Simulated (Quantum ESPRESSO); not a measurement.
# Mg3FSClSe: convergence and cost over cutoff and k mesh

A calculation, not a measurement. The program is pw.x of Quantum ESPRESSO 7.5 (plane-wave density functional theory). The cell is made up: 7 atoms on a wurtzite lattice with one site empty, with randomly drawn elements, strain and displacements, not relaxed. PseudoDojo standard norm-conserving files (v0.5 for PBE, v0.4.1 for LDA and PBEsol) set the functional; there is no spin polarisation, spin-orbit coupling or dispersion term, and the masses in the input are unused placeholders.

Input of the run in row 4:

```
&control calculation='scf', pseudo_dir='./dojo.nc.sr.pbe.v0_5.standard.upf', outdir='./o', disk_io='medium', tprnfor=.true., tstress=.true. /
&system ibrav=0, nat=7, ntyp=5, nbnd=39, ecutwfc=85.99341389, nosym=.true., tot_charge=0,
 occupations='smearing', smearing='fd', degauss=0.0018374661
/
&electrons conv_thr=7.350e-09, electron_maxstep=60, /
ATOMIC_SPECIES
Cl 1.0 Cl.upf
F 1.0 F.upf
Mg 1.0 Mg.upf
S 1.0 S.upf
Se 1.0 Se.upf
CELL_PARAMETERS angstrom
3.8056 0.0146 -0.0199
0.0253 6.5548 0.0483
-0.0325 0.0455 6.1633
ATOMIC_POSITIONS angstrom
Mg -0.0576 -0.161 -0.0743
Mg 1.9322 3.06 0.1224
Mg -0.1643 4.124 3.2756
F 0.0649 -0.0278 2.1612
S 2.0234 3.3515 2.3394
Cl 1.9852 1.343 5.3398
Se 0.0156 4.4495 5.3702
K_POINTS automatic
5 4 4 1 1 1
```

The same cell was run at these settings. Meshes are shifted by half a step, and differences are from the last row, which is itself not exact.

```
cutoff (eV)     k mesh  k points solved  threshold (eV)  free energy less the last row's (eV)  pressure (GPa)  largest stress difference (GPa)  largest force difference (eV/Å)  iterations  wall time (s)  k-point pools              processor
        819  2 x 2 x 2                4           1e-04                                 2.706          -14.70                            31.96                            0.097           7             44              1  AMD EPYC, Zen 5 class
       1170  2 x 2 x 2                4           1e-07                                -0.387           14.54                             2.73                            0.102          11             82              1  AMD EPYC, Zen 5 class
        831  5 x 4 x 4               40           1e-07                                 2.530           -9.70                            24.84                            0.021          11            276              1  AMD EPYC, Zen 5 class
       1170  5 x 4 x 4               40           1e-07                                 0.000           15.10                             0.03                            0.009          11            555              1  AMD EPYC, Zen 5 class
       1467  7 x 6 x 6              126           1e-07                                 0.000           15.11                             0.00                            0.000          11           2133              1  AMD EPYC, Zen 5 class
```

Each pool is one process. Wall times include start-up and a band step at six k points, which weighs most on the coarsest meshes. The runs were on shared virtual cores whose load varied, so times are rough.